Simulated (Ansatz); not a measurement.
Input file for Ansatz (a program for electronic structure):

Ansatz 0.2 input:
```yaml
crystal:
  lattice:
    - [2.0723933794, -7.1837279671, 0.0]
    - [2.0723933794, 7.1837279671, 0.0]
    - [0.0, 0.0, 5.7194272451]
  atoms:
    - { symbol: Ba, position: [0.1473677183, 0.8526322817, 0.25] }
    - { symbol: Ba, position: [0.8526322817, 0.1473677183, 0.75] }
    - { symbol: Mg, position: [0.5910755571, 0.4089244429, 0.75] }
    - { symbol: Mg, position: [0.4089244429, 0.5910755571, 0.25] }
    - { symbol: F, position: [0.6870891802, 0.3129108198, 0.5092728465] }
    - { symbol: F, position: [0.3129108198, 0.6870891802, 0.4907271535] }
    - { symbol: F, position: [0.3129108198, 0.6870891802, 0.0092728465] }
    - { symbol: F, position: [0.6870891802, 0.3129108198, 0.9907271535] }
    - { symbol: F, position: [0.5, 0.5, 0.5] }
    - { symbol: F, position: [0.5, 0.5, 0.0] }
    - { symbol: F, position: [0.0875755593, 0.9124244407, 0.75] }
    - { symbol: F, position: [0.9124244407, 0.0875755593, 0.25] }
kpoints:
  mp_grid: { grid: [6, 6, 4] }
  band_path:
    path:
      - [[0.0, 0.0, 0.0], [-0.5, 0.5, 0.0], [-0.2708058108, 0.7291941892, 0.0]]  # Γ-Y-C_0
      - [[0.2708058108, 0.2708058108, 0.0], [0.0, 0.0, 0.0], [0.0, 0.0, 0.5], [0.2708058108, 0.2708058108, 0.5]]  # Σ_0-Γ-Z-A_0
      - [[-0.2708058108, 0.7291941892, 0.5], [-0.5, 0.5, 0.5], [-0.5, 0.5, 0.0]]  # E_0-T-Y
      - [[0.0, 0.0, 0.0], [0.0, 0.5, 0.0], [0.0, 0.5, 0.5], [0.0, 0.0, 0.5], [-0.5, 0.5, 0.5]]  # Γ-S-R-Z-T
      - [VBM, CBM]
    npoints: 6
basis: { xc_grid: 2 }
hamiltonian:
  xc: pbesol
  pseudopotentials: { azcp: { folder: ./paw }, kind: paw_fr }
magnetization: { noncollinear: true, spin_orbit: true }
scf:
  n_extra_bands: 24
  convergence: { dr2_threshold: 0.0000000001 }
  occupations: { method: gaussian, width: 0.01 }
checkpoint: { write: soc.run }
output: { eigenvalues: true }
```

Output (shortened):

```
Pseudopotentials: kind: paw_fr
Pseudopotential: Ba, paw, valence charge 10
Pseudopotential: Mg, paw, valence charge 10
Pseudopotential: F, paw, valence charge 7
Functional definition: PBEsol
non-collinear run that drives no moment, with spin-orbit …
Crystal: 12 atoms, lattice volume = 170.296 Å³
Basis set: ecut = 420 eV, 3329 PW (Γ), exchange–correlation on 100×100×80 points (8 copies of the dense FFT grid, shifted against one another)
Bands: 120, of which v1, the nominal top of the filled ones, is band 96 counted from 1 (95 counted from 0)
Symmetry: 8 space group operations + 8 with time reversal
k-points: 39 of 144
Projection manifold: j_resolved (fully-relativistic pseudo-atomic orbitals)
PAW frozen core: Ba, regenerated for the run's functional, and the local potential with it
PAW frozen core: Mg, regenerated for the run's functional, and the local potential with it
PAW frozen core: F, regenerated for the run's functional, and the local potential with it
Initial density: superposition of atomic densities (chi_scale 0.1, normalization cell, long waves kept (reshape's long-wave potential 0.01 eV rms))
Initial wavefunctions: pseudopotential atomic-orbital guess
Eigensolver: davidson
Functional: x = pbesol(κ = 0.804, μ = 0.12345679012345678), c = pbesol(β = 0.046)
SCF iter   1: F=—  HF=-21992.524307 eV  |F-HF|=—  |Δ(HF+E_count)|=         —  Δρ=1.34e-1  dr2=2.58e1  dr2_m=0.00e0 (ungated)  ethr=3.10e-3  |M|=0.00e0 ∫|m|=0.00e0 μB  |m|>n=0.0e0 m-floor=0.0e0 τ_xc=0.0e0  β_m=0.30  ⟨swp⟩=10.5  Hψ=14384  notcnv=0  defer=384
all-band conjugate gradients solve this SCF's bands
preconditioner: auto → Resta (q_TF=auto, 2.480 Å⁻¹)
spin=Noncollinear: Resta preconditioning applied to the charge; magnetization (m_x, m_y, m_z) channels mix plain (no charge-response kernel on spin).
SCF iter   2: F=—  HF=-21986.653145 eV  |F-HF|=—  |Δ(HF+E_count)|=    5.87e0  Δρ=5.24e-2  dr2=5.94e0  dr2_m=0.00e0 (ungated)  ethr=3.10e-3  |M|=0.00e0 ∫|m|=0.00e0 μB  |m|>n=0.0e0 m-floor=0.0e0 τ_xc=0.0e0  β_m=0.39  ⟨swp⟩=4.0  Hψ=4778  notcnv=0  defer=710
SCF iter   3: F=—  HF=-21985.180300 eV  |F-HF|=—  |Δ(HF+E_count)|=    1.47e0  Δρ=2.39e-2  dr2=1.53e0  dr2_m=0.00e0 (ungated)  ethr=3.10e-3  |M|=0.00e0 ∫|m|=0.00e0 μB  |m|>n=0.0e0 m-floor=0.0e0 τ_xc=0.0e0  β_m=0.68  ⟨swp⟩=4.3  Hψ=4113  notcnv=0  defer=710
SCF iter   4: F=—  HF=-21984.690484 eV  |F-HF|=—  |Δ(HF+E_count)|=   4.90e-1  Δρ=6.74e-3  dr2=6.58e-2  dr2_m=0.00e0 (ungated)  ethr=1.59e-3  |M|=0.00e0 ∫|m|=0.00e0 μB  |m|>n=0.0e0 m-floor=0.0e0 τ_xc=0.0e0  β_m=0.73  ⟨swp⟩=4.0  Hψ=4543  notcnv=0  defer=716
SCF iter   5: F=—  HF=-21984.696953 eV  |F-HF|=—  |Δ(HF+E_count)|=   6.47e-3  Δρ=3.81e-3  dr2=1.78e-2  dr2_m=0.00e0 (ungated)  ethr=6.86e-5  |M|=0.00e0 ∫|m|=0.00e0 μB  |m|>n=0.0e0 m-floor=0.0e0 τ_xc=0.0e0  β_m=0.72  ⟨swp⟩=3.2  Hψ=3468  notcnv=0  defer=716
SCF iter   6: F=—  HF=-21984.698187 eV  |F-HF|=—  |Δ(HF+E_count)|=   1.23e-3  Δρ=1.13e-3  dr2=1.95e-3  dr2_m=0.00e0 (ungated)  ethr=1.85e-5  |M|=0.00e0 ∫|m|=0.00e0 μB  |m|>n=0.0e0 m-floor=0.0e0 τ_xc=0.0e0  β_m=0.75  ⟨swp⟩=3.3  Hψ=3723  notcnv=0  defer=716
SCF iter   7: F=—  HF=-21984.699227 eV  |F-HF|=—  |Δ(HF+E_count)|=   1.04e-3  Δρ=2.66e-4  dr2=1.52e-4  dr2_m=0.00e0 (ungated)  ethr=2.03e-6  |M|=0.00e0 ∫|m|=0.00e0 μB  |m|>n=0.0e0 m-floor=0.0e0 τ_xc=0.0e0  β_m=0.87  ⟨swp⟩=2.9  Hψ=3898  notcnv=0  defer=716
SCF iter   8: F=—  HF=-21984.699454 eV  |F-HF|=—  |Δ(HF+E_count)|=   2.27e-4  Δρ=8.65e-5  dr2=1.12e-5  dr2_m=0.00e0 (ungated)  ethr=1.58e-7  |M|=0.00e0 ∫|m|=0.00e0 μB  |m|>n=0.0e0 m-floor=0.0e0 τ_xc=0.0e0  β_m=0.94  ⟨swp⟩=2.1  Hψ=3297  notcnv=0  defer=716
SCF iter  14: F=-21984.699382 eV  HF=-21984.699382 eV  |F-HF|=0.00e0  |Δ(HF+E_count)|=  2.18e-11  Δρ=7.51e-8  dr2=6.68e-12  dr2_m=0.00e0 (ungated)  ethr=1.00e-12  |M|=0.00e0 ∫|m|=0.00e0 μB  |m|>n=0.0e0 m-floor=0.0e0 τ_xc=0.0e0  ⟨swp⟩=19.8  Hψ=11570  notcnv=0
SCF 1 converged in 14 iterations: F = -21984.699382 eV  dr2 = 6.68e-12
NSCF: frozen V_eff on 52 k-points
NSCF: frozen V_eff on 52 k-points
NSCF: frozen V_eff on 52 k-points
NSCF: frozen V_eff on 52 k-points
NSCF: frozen V_eff on 17 k-points
NSCF: frozen V_eff on 15 k-points
NSCF: frozen V_eff on 29 k-points
NSCF: frozen V_eff on 19 k-points
NSCF: frozen V_eff on 21 k-points
NSCF: frozen V_eff on 77 k-points
SCF converged after 14 iterations
Magnetization: |M| = 0.0000 μB,  M = (+0.0000, +0.0000, +0.0000) μB
Absolute magnetization: 0.0000 μB (∫|m|)
  site 0: m = (+0.0000, +0.0000, +0.0000) μB, |m| = 0.0000 μB  (R = 1.08 Å)
  site 1: m = (+0.0000, +0.0000, +0.0000) μB, |m| = 0.0000 μB  (R = 1.08 Å)
  site 2: m = (+0.0000, +0.0000, +0.0000) μB, |m| = 0.0000 μB  (R = 0.80 Å)
  site 3: m = (+0.0000, +0.0000, +0.0000) μB, |m| = 0.0000 μB  (R = 0.80 Å)
  site 4: m = (+0.0000, +0.0000, +0.0000) μB, |m| = 0.0000 μB  (R = 0.80 Å)
  site 5: m = (+0.0000, +0.0000, +0.0000) μB, |m| = 0.0000 μB  (R = 0.80 Å)
  site 6: m = (+0.0000, +0.0000, +0.0000) μB, |m| = 0.0000 μB  (R = 0.80 Å)
  site 7: m = (+0.0000, +0.0000, +0.0000) μB, |m| = 0.0000 μB  (R = 0.80 Å)
  site 8: m = (+0.0000, +0.0000, +0.0000) μB, |m| = 0.0000 μB  (R = 0.80 Å)
  site 9: m = (+0.0000, +0.0000, +0.0000) μB, |m| = 0.0000 μB  (R = 0.80 Å)
  site 10: m = (+0.0000, +0.0000, +0.0000) μB, |m| = 0.0000 μB  (R = 0.86 Å)
  site 11: m = (+0.0000, +0.0000, +0.0000) μB, |m| = 0.0000 μB  (R = 0.86 Å)
Free energy (F): -21984.699382 eV
Harris-Foulkes:  -21984.699382 eV  (|F-HF|=0.00e0)
Internal energy: -21984.699382 eV  (E = F + TS)
E sigma→0 (E₀):  -21984.699382 eV
Fermi energy:    7.189212 eV
--- Per-component energies (eV) ---
  E_band       = -935.226671
  E_kinetic    = 2049.787384
  E_local      = -8946.766689  (includes V_loc(G=0)·N_el)
  E_nonlocal   = 1277.595901
  E_hartree    = 3275.422526
  E_xc         = -1059.584208
  E_vxc        = -1116.747342  (∫ρ·V_xc dr)
  E_paw        = -12392.831977  (= ΣΔE_a)
  E_vpaw       = -749.945800  (= ΣTr[D̂ρ^β])
  E_aug_tail   = 0.004944  (compensation charges beyond the density's cutoff)
  E_ewald      = -6189.089477
  E_core_change = 0.762213  (= ΣΔE_core)
  E_smearing   =  0.000000  (= −TS)
  E_closure    = 0.000000  (closes the sum)
  Σ components = -21984.699382   (vs F -21984.699382, Δ=0.00e0)
  [band-id]    e_kinetic+e_local+e_nonlocal+2·e_hartree+e_vxc+e_vpaw+e_augmentation_tail = -935.226549   (vs E_band -935.226671, Δ=1.22e-4)
--- Band table (eV; the first three rows and the last of 39) ---
  k-point 0: bands = ["-66.5094", "-66.5094", "-66.5093", "-66.5093", "-33.6655", "-33.6655", "-33.6620", "-33.6620", "-33.3806", "-33.3806", "-33.3787", "-33.3787", "-33.3774", "-33.3774", "-33.3745", "-33.3745", "-19.4849", "-19.4849", "-19.3262", "-19.3262", "-16.2770", "-16.2770", "-16.0343", "-16.0343", "-15.8351", "-15.8351", "-15.8313", "-15.8313", "-15.8143", "-15.8143", "-15.6268", "-15.6268", "-15.5155", "-15.5155", "-15.4931", "-15.4931", "-5.9160", "-5.9160", "-5.8759", "-5.8759", "-3.9993", "-3.9993", "-3.9733", "-3.9733", "-3.9070", "-3.9070", "-3.8073", "-3.8073", "0.6769", "0.6769", "1.3690", "1.3690", "1.4304", "1.4304", "1.4811", "1.4811", "1.4863", "1.4863", "1.5326", "1.5326", "1.8612", "1.8612", "1.8882", "1.8882", "1.9323", "1.9323", "2.0804", "2.0804", "2.5076", "2.5076", "2.7739", "2.7739", "2.8742", "2.8742", "2.8910", "2.8910", "2.9333", "2.9333", "2.9546", "2.9546", "2.9709", "2.9709", "2.9827", "2.9827", "3.1790", "3.1790", "3.3534", "3.3534", "3.3804", "3.3804", "3.4925", "3.4925", "3.5948", "3.5948", "3.6614", "3.6614", "10.7170", "10.7170", "12.1644", "12.1644", "12.2910", "12.2910", "12.4473", "12.4473", "12.8761", "12.8761", "13.3666", "13.3666", "13.5846", "13.5846", "13.6870", "13.6870", "13.8662", "13.8662", "14.5918", "14.5918", "14.6770", "14.6770", "15.1217", "15.1217"]
  k-point 1: bands = ["-66.5094", "-66.5094", "-66.5093", "-66.5093", "-33.6650", "-33.6650", "-33.6625", "-33.6625", "-33.3803", "-33.3803", "-33.3790", "-33.3790", "-33.3769", "-33.3769", "-33.3749", "-33.3749", "-19.4573", "-19.4573", "-19.3445", "-19.3445", "-16.2606", "-16.2606", "-16.1190", "-16.1190", "-15.8650", "-15.8650", "-15.8506", "-15.8506", "-15.7370", "-15.7370", "-15.6242", "-15.6242", "-15.5049", "-15.5049", "-15.4866", "-15.4866", "-5.9031", "-5.9031", "-5.8699", "-5.8699", "-3.9934", "-3.9934", "-3.9612", "-3.9612", "-3.8832", "-3.8832", "-3.7770", "-3.7770", "0.8213", "0.8213", "1.3402", "1.3402", "1.3529", "1.3529", "1.5419", "1.5419", "1.5989", "1.5989", "1.6463", "1.6463", "1.6979", "1.6979", "1.9411", "1.9411", "2.0702", "2.0702", "2.0988", "2.0988", "2.5151", "2.5151", "2.6724", "2.6724", "2.6767", "2.6767", "2.7761", "2.7761", "2.8071", "2.8071", "2.9831", "2.9831", "3.0504", "3.0504", "3.1000", "3.1000", "3.1289", "3.1289", "3.1847", "3.1847", "3.3306", "3.3306", "3.4631", "3.4631", "3.5185", "3.5185", "3.5659", "3.5659", "11.2065", "11.2065", "12.1509", "12.1509", "12.4459", "12.4459", "12.5839", "12.5839", "13.0335", "13.0335", "13.3528", "13.3528", "13.4025", "13.4025", "13.5006", "13.5006", "13.9414", "13.9414", "14.7404", "14.7404", "14.7626", "14.7626", "14.9975", "14.9975"]
  k-point 2: bands = ["-66.5093", "-66.5093", "-66.5093", "-66.5093", "-33.6637", "-33.6637", "-33.6637", "-33.6637", "-33.3797", "-33.3797", "-33.3797", "-33.3797", "-33.3759", "-33.3759", "-33.3759", "-33.3759", "-19.3963", "-19.3963", "-19.3963", "-19.3963", "-16.2123", "-16.2123", "-16.2123", "-16.2123", "-15.8822", "-15.8822", "-15.8822", "-15.8822", "-15.6510", "-15.6510", "-15.6510", "-15.6510", "-15.4886", "-15.4886", "-15.4886", "-15.4886", "-5.8772", "-5.8772", "-5.8772", "-5.8772", "-3.9748", "-3.9748", "-3.9748", "-3.9748", "-3.7962", "-3.7962", "-3.7962", "-3.7962", "1.1010", "1.1010", "1.1010", "1.1010", "1.3473", "1.3473", "1.3473", "1.3473", "1.9003", "1.9003", "1.9003", "1.9003", "2.0332", "2.0332", "2.0332", "2.0332", "2.1435", "2.1435", "2.1435", "2.1435", "2.3059", "2.3059", "2.3059", "2.3059", "2.3945", "2.3945", "2.3945", "2.3945", "2.9341", "2.9341", "2.9341", "2.9341", "3.0256", "3.0256", "3.0256", "3.0256", "3.2555", "3.2555", "3.2555", "3.2555", "3.3283", "3.3283", "3.3283", "3.3283", "3.4739", "3.4739", "3.4739", "3.4739", "11.9964", "11.9964", "11.9964", "11.9964", "12.5867", "12.5867", "12.5867", "12.5867", "13.3732", "13.3732", "13.3732", "13.3732", "13.4442", "13.4442", "13.4442", "13.4442", "13.9631", "13.9631", "13.9631", "13.9631", "14.8659", "14.8659", "14.8659", "14.8659"]
  k-point 38: bands = ["-66.5093", "-66.5093", "-66.5093", "-66.5093", "-33.6638", "-33.6638", "-33.6638", "-33.6638", "-33.3797", "-33.3797", "-33.3797", "-33.3797", "-33.3759", "-33.3759", "-33.3759", "-33.3759", "-19.3953", "-19.3953", "-19.3953", "-19.3953", "-16.2272", "-16.2272", "-16.2272", "-16.2272", "-15.8914", "-15.8914", "-15.8914", "-15.8914", "-15.6182", "-15.6182", "-15.6182", "-15.6182", "-15.4967", "-15.4967", "-15.4967", "-15.4967", "-5.8795", "-5.8795", "-5.8795", "-5.8795", "-3.9893", "-3.9893", "-3.9893", "-3.9893", "-3.7812", "-3.7812", "-3.7812", "-3.7812", "1.0042", "1.0042", "1.0042", "1.0042", "1.3851", "1.3851", "1.3851", "1.3851", "1.8044", "1.8044", "1.8044", "1.8044", "1.9955", "1.9955", "1.9955", "1.9955", "2.2785", "2.2785", "2.2785", "2.2785", "2.3297", "2.3297", "2.3297", "2.3297", "2.6233", "2.6233", "2.6233", "2.6233", "2.9570", "2.9570", "2.9570", "2.9570", "3.0338", "3.0338", "3.0338", "3.0338", "3.1129", "3.1129", "3.1129", "3.1129", "3.3380", "3.3380", "3.3380", "3.3380", "3.3706", "3.3706", "3.3706", "3.3706", "11.9770", "11.9770", "11.9770", "11.9770", "12.9296", "12.9296", "12.9296", "12.9296", "13.3758", "13.3758", "13.3758", "13.3758", "13.4620", "13.4620", "13.4620", "13.4620", "13.9777", "13.9777", "13.9777", "13.9777", "14.8155", "14.8155", "14.8155", "14.8155"]
  band table: 120 of 120 bands, residual norms ≤ 1.0e-3 eV
```

Cost: about 40 core-minutes (a rough figure) on shared cores.

Space group Cmcm. The first step of the workflow began from a Materials Project structure, measured or hypothetical; the Crystallography Open Database copy checked does not list it. COD files the formula under space group No. 36. Whether it is the stable phase at ambient conditions was not checked. Symmetry was held in the PBEsol relaxation. At this level the phase is dynamically unstable (imaginary phonons).

Potentials: the earlier of the program's two PAW sets. The files were generated under PBE; for other functionals the program regenerates the frozen cores, and for LDA and PBEsol the local potential too.

Ansatz is a plane-wave DFT program.
